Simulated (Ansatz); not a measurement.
**Equation of state of SrLi2SnS4 and its gap**

A database entry relaxed whole under r2SCAN (I-42m):

```
Li Sr Sn S
1.0
    -3.34778    3.34778    4.00030
     3.34778   -3.34778    4.00030
     3.34778    3.34778   -4.00030
Li Sr Sn S
2 1 1 4
Direct
  0.25000 0.75000 0.50000
  0.75000 0.25000 0.50000
  0.50000 0.50000 0.00000
  0.00000 0.00000 0.00000
  0.03587 0.03587 0.41458
  0.96413 0.37870 0.00000
  0.62130 0.62130 0.58542
  0.37870 0.96413 0.00000
```

The cell was scaled uniformly, its shape held, and the atoms relaxed at each volume with plane-wave PAW DFT (Ansatz 0.2.0; r2SCAN, 500 eV, 6×6×6 Γ-centred mesh, fermi-dirac occupations of width 0.020 eV; no spin, no spin-orbit coupling). One row is withheld.

```tsv
volume (Å³/atom)	energy over the lowest (meV/atom)	pressure (GPa)	gap over mesh and path (eV)
21.072	12.0	3.04	2.992
21.520	5.1	1.91	2.988
21.969	1.2	0.89	2.986
22.417	0.0	-0.02	2.982
22.865	1.2	-0.82	2.981
23.314	?	?	?
23.762	9.8	-2.20	2.946
```

Q: Fit the pressures of the other rows to the third-order Birch-Murnaghan form.

A: With f = [(V₀/V)^(2/3) − 1]/2 and P = 3B₀f(1 + 2f)^(5/2)[1 + 3(B₀′ − 4)f/2], least squares gives V₀ = 22.41 Å³ an atom, B₀ = 42.9 GPa and B₀′ = 4.6; the rows miss the fit by less than 0.01 GPa. The slope of the energies differs from these pressures by less than 0.05 GPa.

Q: How does the gap move with volume?

A: It runs from 2.99 eV at the smallest volume to 2.95 eV at the largest, not along one parabola: a band edge changes its place in the zone on the way, so no one slope is given.

Q: What does the withheld row hold?

A: The fit gives -1.55 GPa at 23.314 Å³; the run gave -1.55 GPa and 4.5 meV an atom. Its gap is 2.978 eV.

Caveats: the shape of the cell was held, so B₀ is an upper bound where the axes differ in stiffness; 0 K, fixed nuclei; the symmetry was kept, and this need not be the phase that is stable at 0 K; one mesh for all volumes; no spin-orbit coupling, which narrows gaps of heavier elements; pressure is positive in compression.
